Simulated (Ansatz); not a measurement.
Level of theory: DFT PBE, scalar-relativistic, plane waves, PAW in Ansatz 0.2.0. All cells share a 420 eV cutoff and Γ-centred k meshes spaced at most about 0.3 Å⁻¹ (about 0.25 or finer for metals, 2π included). No spin polarisation in the final relaxations.

Temperature and zero-point effects are left out.

Two relaxed structures of BPd4:

1.

```yaml
crystal:
  lattice:
    - [2.85534, 0.00000, 0.00000]
    - [0.00000, 4.36279, 0.00000]
    - [0.00000, 0.00000, 5.88724]
  atoms:
    - { symbol: B, position: [0.50000, 0.00000, 0.86061] }
    - { symbol: Pd, position: [0.50000, 0.50000, 0.87561] }
    - { symbol: Pd, position: [0.00000, 0.50000, 0.33346] }
    - { symbol: Pd, position: [0.00000, 0.00000, 0.61633] }
    - { symbol: Pd, position: [0.50000, 0.00000, 0.19100] }
```

2.

```yaml
crystal:
  lattice:
    - [5.03747, 0.00000, 0.00000]
    - [-2.51874, 4.36258, 0.00000]
    - [0.00000, 0.00000, 3.93831]
  atoms:
    - { symbol: B, position: [0.00000, 0.00000, 0.00000] }
    - { symbol: Pd, position: [0.00000, 0.00000, 0.50000] }
    - { symbol: Pd, position: [0.50000, 0.00000, 0.00000] }
    - { symbol: Pd, position: [0.00000, 0.50000, 0.00000] }
    - { symbol: Pd, position: [0.50000, 0.50000, 0.00000] }
```

Question: Which form is favoured at zero pressure, and by what margin per atom?

Answer: Cell 1 is lower, by 0.52 eV/atom. Cell 1 has space group Pmm2 (No. 25), 14.7 Å³/atom and no gap on its mesh; cell 2 has space group P6/mmm (No. 191), 17.3 Å³/atom and no gap. Counting Pd atoms around B (those within 1.25 times the shortest such distance or 1.15 times the sum of covalent radii, 1.27 where that leaves under three; a plus sign parts nearer from farther groups), cell 1 has B 5 and cell 2 has B 2+6. The denser one is the lower, and pressure would at first widen the difference. Origin: cell 1 is a Materials Project cell, relaxed; cell 2 was invented. A third cell relaxed alike, in P-6m2, lies 92 meV/atom below the lower of the two.

Cells relaxed within their symmetry can be saddle points.
